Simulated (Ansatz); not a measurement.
# C: energy along a strain

C, P6_3/mmc, a = 2.510 Å, c = 8.280 Å. Ansatz: r2SCAN, PAW, 500 eV, Γ-centred 12×12×4 mesh on 8 atoms, Gaussian smearing 0.05 eV; no spin polarisation. Cell vectors (Å): 2.510 0.000 0.000; -1.255 2.174 0.000; 0.000 0.000 8.280. The cell is strained by x per cent times the pattern (1 1 0 0 0 0) in the order xx yy zz yz xz xy (engineering shears), with fractional coordinates held. y is the free energy over the start, V0 = 5.647 Å³/atom.

```tsv
x (%)	y (meV/atom)
-4.00	?
-3.00	45.15
-2.00	19.57
-1.00	4.77
0.00	0.00
1.00	4.53
2.00	17.69
3.00	38.82
3.50	52.19
4.00	67.32
```

Fit y = c2 x² + c3 x³ to the other rows, get the stiffness along the pattern, and predict the missing energy.

Least squares on the rows shown. y = 4.6667 x² − 0.11564 x³. The clamped-ion stiffness p·C·p = 2 × 46.67 eV × 160.2 / 5.647 Å³ = 2648 GPa. At x = -4.00 the fit asked for gives 82.07 meV/atom. The run gave 82.34 meV/atom, so the fit is 0.27 meV/atom too low, 0.33 % of the span of the series, against an rms of 0.04 meV/atom on the fitted rows. The row lies outside the fitted range. With a term in x⁴ added, a fit to the same known rows predicts 82.32 meV/atom, so most of the miss is curvature that the known rows already hold.

Cost: 10 runs of about 1.1 core-minutes in all, on Arm Neoverse V2 (shared hosts).